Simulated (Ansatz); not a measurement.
Cell and atoms are relaxed with the symmetry kept. Start:

```
In Ni S
1.0
     2.68884    1.55240    4.49403
    -2.68884    1.55240    4.49403
     0.00000   -3.10481    4.49403
In Ni S
2 3 2
Direct
  0.50000 0.50000 0.50000
  0.00000 0.00000 0.00000
  0.50000 0.00000 0.00000
  0.00000 0.50000 0.00000
  0.00000 0.00000 0.50000
  0.72308 0.72308 0.72308
  0.27692 0.27692 0.27692
```

Method: DFT r2SCAN, scalar-relativistic, plane waves, PAW in Ansatz 0.2.0.

Settings: cutoff 500 eV, Γ-centred mesh 12×12×12 on the computed 7-atom cell, Gaussian smearing of 0.10 eV; collinear spin from starting moments 0.01 0 0.12 0.12 0.12 0.02 0.02 μB.

What does it relax to?

The volume goes up by 0.01 Å³/atom to 16.09 Å³/atom, and the energy changes by under 0.1 meV/atom. The cell ends with a moment of 0.00 μB (only this magnetic start was tried). Final structure:
```
In Ni S
1.0
     2.68793    1.55188    4.49907
    -2.68793    1.55188    4.49907
     0.00000   -3.10375    4.49907
In Ni S
2 3 2
Direct
  0.50000 0.50000 0.50000
  0.00000 0.00000 0.00000
  0.50000 0.00000 0.00000
  0.00000 0.50000 0.00000
  0.00000 0.00000 0.50000
  0.72321 0.72321 0.72321
  0.27679 0.27679 0.27679
```

Course of the relaxation (steps run on the plane waves of an earlier cell, and the basis is chosen afresh near the end, so energy and pressure can step there; trial steps that raised the energy were taken back; energies are free energies):

```tsv
step	largest force component (eV/Å)	P (GPa)	V (Å³/atom)
1	0.018	-0.01	16.08
2	0.002	-0.05	16.10
3	0.000	-0.01	16.09
4	0.000	-0.01	16.09
```

Moments started parallel, and an antiferromagnetic order may lie lower.

Cost: 1 run of about 48 core-minutes, on Arm Neoverse V1 (shared hosts).